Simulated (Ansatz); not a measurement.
System: Sn (diamond type), 2 atoms in the cell.

These are results of HSE06, plane waves, all-electron PAW datasets generated for the crystal, point nucleus (Ansatz), not measurements.

Cutoff 270 eV; exchange singularity: regularized; k-mesh 6×6×6 Γ-centred; Fermi–Dirac smearing of 0.02 eV; no spin polarisation; no spin–orbit coupling.

```
Sn
1.0
     0.00000    3.32500    3.32500
     3.32500    0.00000    3.32500
     3.32500    3.32500    0.00000
Sn
2
Direct
  0.00000 0.00000 0.00000
  0.25000 0.25000 0.25000
```

Task: What pressure does the calculation give?

Result: The pressure is -1.64 GPa, so at these settings the cell is stretched and would shrink.

The stress includes the program's correction for the finite plane-wave basis.

The k-mesh is modest, so these values aren't fully converged in k.
